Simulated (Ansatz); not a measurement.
Ce (fcc, Cu type)

```
CELL_PARAMETERS angstrom
      0.00000     2.36582     2.36582
      2.36582     0.00000     2.36582
      2.36582     2.36582     0.00000
ATOMIC_POSITIONS crystal
  Ce 0.00000 0.00000 0.00000
```

The slice is a {100} plane (indices of the conventional cell) through the point (0.000, 0.000, 0.000) (fractional), spanned by u = [100] and v = [0 1 -1] in vectors of this cell: u (3.35 Å) and v (3.35 Å, at 90° to u). It covers one period; positions are fractions (u, v).

The numbers are results of PBE (plane waves to 420 eV, PAW, scalar-relativistic; Ansatz, a first-principles code), not measurements. k mesh 17×17×17. Inside the PAW spheres the values are not all-electron values, and peaks at nuclei hang on which shells count as valence. Ce is run without spin polarisation. Ce was relaxed with its symmetry unable to fall. The PAW data are Ansatz's earlier set. The relaxed volume of Ce is well below the measured one. The filling of the f shell was not checked against other fillings, so treat energies with care.

Three fields on this plane, each scaled to ten steps between its own extremes (0 low, 9 high; the total valence density on a logarithmic scale, the potential cut 8 eV below its top; x marks points blanked near nuclei; v = 0 in the bottom row):

Map A
```
|xxxxxxxxx74100000147xxxxxxxx|
|xxxxxxxxx73100000137xxxxxxxx|
|xxxxxxxx9631000001369xxxxxxx|
|xxxxxxxx8521000001258xxxxxxx|
|xxxxxxx974211111112479xxxxxx|
|xxxxxx98531111111113589xxxxx|
|xxxxx9853211222221123589xxxx|
|xxx98753211223332211235789xx|
|7776543211233454332112345677|
|4433221112345666543211122334|
|1111111123456777654321111111|
|0000011223567888765322110000|
|0000011234678999876432110000|
|0000011235678999876532110000|
|0000011234678999876432110000|
|0000011223567888765322110000|
|1111111123456777654321111111|
|4433221112345666543211122334|
|7776543211233454332112345677|
|xxx98753211223332211235789xx|
|xxxxx9853211222221123589xxxx|
|xxxxxx98531111111113589xxxxx|
|xxxxxxx974211111112479xxxxxx|
|xxxxxxxx8521000001258xxxxxxx|
|xxxxxxxx9631000001369xxxxxxx|
|xxxxxxxxx73100000137xxxxxxxx|
|xxxxxxxxx74100000147xxxxxxxx|
|xxxxxxxxx74100000147xxxxxxxx|
```

Map B
```
|xxxxxxxxx00023332000xxxxxxxx|
|xxxxxxxxx00023432000xxxxxxxx|
|xxxxxxxx0000344430000xxxxxxx|
|xxxxxxxx0001345431000xxxxxxx|
|xxxxxxx000034555430000xxxxxx|
|xxxxxx00002456665420000xxxxx|
|xxxxx0000135677765310000xxxx|
|xxx00000135677777653100000xx|
|0000000135677888776531000000|
|0000002356788898887653200000|
|0000134567889999988765431000|
|1223345677899999998776543322|
|3334456778899999998877654433|
|3344556778999999999877655443|
|3334456778899999998877654433|
|1223345677899999998776543322|
|0000134567889999988765431000|
|0000002356788898887653200000|
|0000000135677888776531000000|
|xxx00000135677777653100000xx|
|xxxxx0000135677765310000xxxx|
|xxxxxx00002456665420000xxxxx|
|xxxxxxx000034555430000xxxxxx|
|xxxxxxxx0001345431000xxxxxxx|
|xxxxxxxx0000344430000xxxxxxx|
|xxxxxxxxx00023432000xxxxxxxx|
|xxxxxxxxx00023332000xxxxxxxx|
|xxxxxxxxx00013331000xxxxxxxx|
```

Map C
```
|xxxxxxxxx86421112468xxxxxxxx|
|xxxxxxxxx85321112358xxxxxxxx|
|xxxxxxxx9753211123579xxxxxxx|
|xxxxxxxx8643110113468xxxxxxx|
|xxxxxxx975321000123579xxxxxx|
|xxxxxx98643110001134689xxxxx|
|xxxxx9865321000001235689xxxx|
|xxx98765321100000112356789xx|
|8887654321100000001123456788|
|6655433211000000000112334556|
|4433321110000000000011123334|
|2222111000000000000000111222|
|1111100000000000000000001111|
|1111000000000000000000000111|
|1111100000000000000000001111|
|2222111000000000000000111222|
|4433321110000000000011123334|
|6655433211000000000112334556|
|8887654321100000001123456788|
|xxx98765321100000112356789xx|
|xxxxx9865321000001235689xxxx|
|xxxxxx98643110001134689xxxxx|
|xxxxxxx975321000123579xxxxxx|
|xxxxxxxx8643110113468xxxxxxx|
|xxxxxxxx9753211123579xxxxxxx|
|xxxxxxxxx85321112358xxxxxxxx|
|xxxxxxxxx86421112468xxxxxxxx|
|xxxxxxxxx86421112468xxxxxxxx|
```

Q: Assign the maps to these fields: electron localisation function (ELF); valence electron density; electrostatic potential energy of an electron, from the cell's mean.

A: A is the electron localisation function (ELF); B is the electrostatic potential energy of an electron, from the cell's mean; C is the valence electron density.
